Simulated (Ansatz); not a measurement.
Starting cell, Li (bcc, W type):

```
Li
1.0
   -3.43518     3.43518     3.43518
    1.71759    -1.71759     1.71759
    1.71759     1.71759    -1.71759
Li
2
Direct
  0.00000   0.00000   0.00000
  0.50000   0.00000   0.00000
```

The atoms are displaced by Q × the pattern below (from a DFPT mode at N = (0.5, 0.0, 0.0), largest move 1; Q in Å), at fixed cell. (q is in reciprocal vectors of the primitive cell; the cell shown is doubled to hold the pattern.)

```
atom       x      y      z
----  ------  -----  -----
Li1    1.000  0.000  0.000
Li2   -1.000  0.000  0.000
```

Level of theory: PBE (plane waves to 420 eV, PAW, scalar-relativistic; Ansatz, a first-principles code). k mesh 19×19×19 (Γ-centred), Fermi-Dirac smearing 0.05 eV. Energies are smeared free energies. With partly filled bands, energies and forces of such displacements shift with the k mesh and the smearing. Li was relaxed with its symmetry unable to fall. ΔE is measured from the undisplaced structure.

```
Q (Å)   ΔE (meV/cell)
------  -------------
-0.280             70
-0.187             32
-0.093              8
0.000               0
0.093               8
0.187              32
0.280              70
```

Task: Which DFPT wavenumber at N = (0.5, 0.0, 0.0) belongs to this mode?
A) 320 cm⁻¹
B) 188 cm⁻¹
C) 49 cm⁻¹

Result: B, 188 cm⁻¹. The curvature of the scan gives 187 cm⁻¹

(A displaced cell: forces are minus the slopes of the energy, force constants its curvatures, and phonons follow from these.)
